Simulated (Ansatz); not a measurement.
An element in the fcc structure gives these cold pressures by all-electron LAPW under PBEsol (Ansatz 0.2.0, scalar-relativistic, no spin polarisation).

| V (Å³/atom) | P (GPa) |
| --- | --- |
| 7.79 | -0.10 |
| 7.40 | 6.72 |
| 6.62 | 26.1 |
| 5.84 | 57.0 |
| 5.07 | 108.2 |
| 4.29 | 197.9 |
| 3.51 | 368.1 |
| 3.12 | 513.1 |

Task: Which element is it?

Result: Be. Its zero-pressure volume in this structure is near 7.8 Å³/atom; the volume and the steepness of P(V) together point to it, though neighbours can come close. Other candidates weren't computed, and some may come near.
